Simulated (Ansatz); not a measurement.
SrMg:
```xyz
2
Lattice="4.1990 0.0000 0.0000 0.0000 4.1990 0.0000 0.0000 0.0000 4.1990" Properties=species:S:1:pos:R:3 pbc="T T T"
Mg     0.0000     0.0000     0.0000
Sr     2.0995     2.0995     2.0995
```

Relaxed with r²SCAN. Special points in fractions of this cell's reciprocal vectors: Γ (0.000, 0.000, 0.000); X (0.000, 0.500, 0.000); M (0.500, 0.500, 0.000); R (0.500, 0.500, 0.500).

List the band energies nearest the Fermi level at these points for r²SCAN with spin–orbit coupling (plane waves, PAW; program Ansatz).

In eV from the Fermi level; about four levels below and three above (degenerate sets whole), none deeper than 8.9 eV; points with the same levels are listed once.

```json
[
 {"k": "Γ", "below": "-4.91 -4.91", "above": "1.17 1.17 1.17 1.17"},
 {"k": "X", "below": "-2.74 -2.74 -2.20 -2.20", "above": "2.13 2.13 2.54 2.54"},
 {"k": "M", "below": "-0.08 -0.08 -0.01 -0.01", "above": "0.65 0.65 3.48 3.48"},
 {"k": "R", "below": "-0.43 -0.43 -0.43 -0.43 -0.43 -0.43", "above": "0.87 0.87 3.20 3.20"}
]
```

Space group Pm-3m (CsCl type). The workflow started from an entry of the Crystallography Open Database (COD). Its standing as an ambient phase is unchecked. The r²SCAN relaxation kept the symmetry of its start; its stability against distortions is not shown here. The volume moved by 25 % from the start of the relaxation.

Potentials: the later of the program's two PAW sets.
